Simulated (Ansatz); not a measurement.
## CaSn2O5: field gradients at two levels of theory

Cell: a computed structure from the Materials Project (it need not be an observed phase), atoms as given.

Space group Cmcm (No. 63); a = 4.0011, b = 10.9183, c = 10.8637 Å.

```csv
site,Wyckoff,site symmetry,x,y,z
Ca,4c,m2m,0.5000,0.3074,0.7500
Sn,8f,m..,0.5000,0.6318,0.5629
O7,4c,m2m,0.5000,0.3015,0.2500
O9,8f,m..,0.5000,0.8057,0.0532
O13,8f,m..,0.5000,0.4526,0.6092
```

One atom of each set is listed; the run and its k-mesh use a cell of 16 atoms with edges of 5.81, 5.81, 10.86 Å.

First run. Computed with Ansatz: DFT, PBE, plane waves and PAW, scalar-relativistic, 420 eV cutoff, Γ-centred 6×6×2 k-points, Fermi–Dirac smearing 0.02 eV.

```tsv
site	V_zz (10²¹ V/m²)	η
Ca	2.70	0.45
Sn	4.59	0.81
O7	11.05	0.32
O9	-8.43	0.67
O13	8.11	0.66
```

Second run. The same atoms and settings, except that the functional is r2SCAN and the cutoff is 500 eV.

(1) Given the first result, estimate the second.

## Answers

(1) 

```csv
site,V_zz,η,change of V_zz
Ca,2.75,0.47,+0.05
Sn,4.54,0.82,-0.05
O7,11.04,0.35,-0.01
O9,-8.30,0.66,+0.13
O13,7.98,0.57,-0.13
```

The largest change of V_zz is on O9, from -8.43 to -8.30. The whole tensor moves most on O13, by 0.48 along its most changed direction. In per cent, |V_zz| changes by +2 on Ca, -1 on Sn, -2 to 0 on O (all sites that start above 0.5). Isomer shifts (Sn against SnO₂, from the density at the nucleus and a line fitted to measured compounds for each functional; the lines scatter by about 0.1 mm/s, so smaller changes between functionals mean little): Sn 0.24 → 0.23 mm/s.

Without spin–orbit coupling (the program notes it for Sn) the gradients are little affected as a rule: paired runs on crystals with a gap mostly move them by under 2 % at such atoms.
For the second run: At this cell the r2SCAN pressure is -6 GPa, so with r2SCAN the cell would shrink if it were relaxed. The entry's cell may itself be off. The largest force is 0.5 eV/Å, so the atoms aren't at the calculated equilibrium and relaxing them would move these values. With these PAW files V_zz is typically within 2 to 3 % of all-electron values, but misses above 10 % occur on Sn.
